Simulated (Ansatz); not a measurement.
Relaxed-ion elastic tensor of MoS₂ in space group R3m (No. 160; Mo on 3a, S on 3a, S on 3a) in GPa (Voigt order), DFT-LDA in the program Ansatz with PAW potentials; density 5.24 g/cm³, 16.90 Å³ per atom.

```
 245  61.6  16.3   5.0   0.0   0.0
61.6   245  16.3  -5.0   0.0   0.0
16.3  16.3  46.2   0.0   0.0   0.0
 5.0  -5.0   0.0  22.0   0.0   0.0
 0.0   0.0   0.0   0.0  22.0   5.0
 0.0   0.0   0.0   0.0   5.0  91.6
```

**Question.** Is the crystal mechanically stable?

**Answer.** Yes: the smallest eigenvalue of C is 21.6 GPa.

**Question.** Work out the Voigt, Reuss and Hill averages.

**Answer.** K_V = 80.5, K_R = 40.8, K_H = 60.7; G_V = 56.5, G_R = 33.4, G_H = 45.0 GPa.

**Question.** Give Young's modulus, Poisson's ratio, Pugh's ratio and the universal anisotropy index.

**Answer.** E = 9KG/(3K + G) = 108 GPa; ν = 0.20; K/G = 1.35 (brittle by the Pugh limit of 1.75); A_U = 5G_V/G_R + K_V/K_R − 6 = 4.44.

**Question.** Estimate the sound speeds and the Debye temperature.

**Answer.** v_l = √((K + 4G/3)/ρ) = 4800 m/s, v_t = √(G/ρ) = 2930 m/s, mean 3230 m/s; Θ = (h/k)(3n/4πV)^(1/3) v_m = 375 K.

**Question.** How much does each axis shrink under pressure?

**Answer.** Linear compressibilities β_i = Σ_j S_ij (j = 1 to 3): x 2.2, y 2.2, z 20 per TPa.

The LDA relaxation kept the symmetry of its start. No spin polarisation was allowed. A crystal of weakly bound layers computed without a dispersion correction: the cell and the soft elastic constants depend strongly on that.

Potentials: the earlier of the program's two PAW sets. The files were generated under PBE; for other functionals the program regenerates the frozen cores, and for LDA and PBEsol the local potential too.
